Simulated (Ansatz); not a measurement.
## Competing collinear orders in Ni (Im-3m)

The source of the geometry is a structure from the Materials Project, repeated to hold the magnetic orders; atoms and cell stay fixed.

Settings: LDA, 11×11×11 k mesh, Fermi–Dirac smearing of 0.05 eV. PAW means Ansatz 0.2.0 on its default frozen-core files; LAPW is all-electron LAPW in Ansatz 0.2.0. Site moments are integrated in spheres about the atoms, whose radii differ between the methods.

Input of the first run:

```yaml
crystal:
  lattice:
    - [0.0, 2.76743094, 0.0]
    - [0.0, 0.0, 2.76743094]
    - [2.76743094, 0.0, 0.0]
  atoms:
    - { symbol: Ni, position: [0.0, 0.0, 0.0], spin: 1.5 }
    - { symbol: Ni, position: [0.5, 0.5, 0.5], spin: 1.5 }
magnetization:
  spin_polarized: true
kpoints:
  mp_grid: { grid: [11, 11, 11] }
scf:
  occupations: { method: fermi_dirac, width: 0.05 }
  lower_state_search: "off"
hamiltonian:
  xc: lda
  pseudopotentials: { kind: paw }
output:
  forces: true
  stress: true
  eigenvalues: true
  populations: true
```

Command: `ansatz run input.yaml --threads 1 --pin off --max-ram 3072MiB --backend cpu --events-out ev --progress --plain --runs-dir out`

The input for «start Ni1↑ Ni2↓» by LAPW differs from it in these lines, output keys apart:

```diff
-    - { symbol: Ni, position: [0.5, 0.5, 0.5], spin: 1.5 }
+    - { symbol: Ni, position: [0.5, 0.5, 0.5], spin: -1.5 }
-  pseudopotentials: { kind: paw }
+  pseudopotentials: { kind: all_electron, lapw: { basis_error: 0.001 } }
```

Energies count from the run that starts all moments parallel. Patterns list the atoms that start with 0.5 μB or more.

| start | ΔF PAW (meV/atom) | ΔF LAPW (meV/atom) | largest moment, PAW (μB) | M, PAW (μB/cell) | order at the end, PAW | P, PAW (GPa) |
| --- | --- | --- | --- | --- | --- | --- |
| Ni1↑, Ni2↑ | 0.0 | 0.0 | ? | 1.03 | kept | -10.5 |
| Ni1↑, Ni2↓ | +5.1 | +5.0 | 0.00 | 0.00 | moments lost | -12.0 |
| no spin polarisation | +5.1 | – | 0.00 | 0.00 | – | -12.0 |

Q: What belongs in the row "Ni1↑, Ni2↑", column "largest moment, PAW (μB)"?

A: 0.53.

The lowest of these ends as follows. Site moments (μB): Ni1 0.53, Ni2 0.53. Cell moment 1.03 μB. Orders of other supercells weren't tried and can lie lower.

The PAW files were made with PBE; the program remakes their cores once for the run's functional and then keeps them frozen. The Ansatz runs typed with the search for lower states off end where their start leads. These are results for the start and cell typed. The real compound can order otherwise, in a larger cell, or not at all, since semilocal functionals at zero temperature often overstate magnetism.
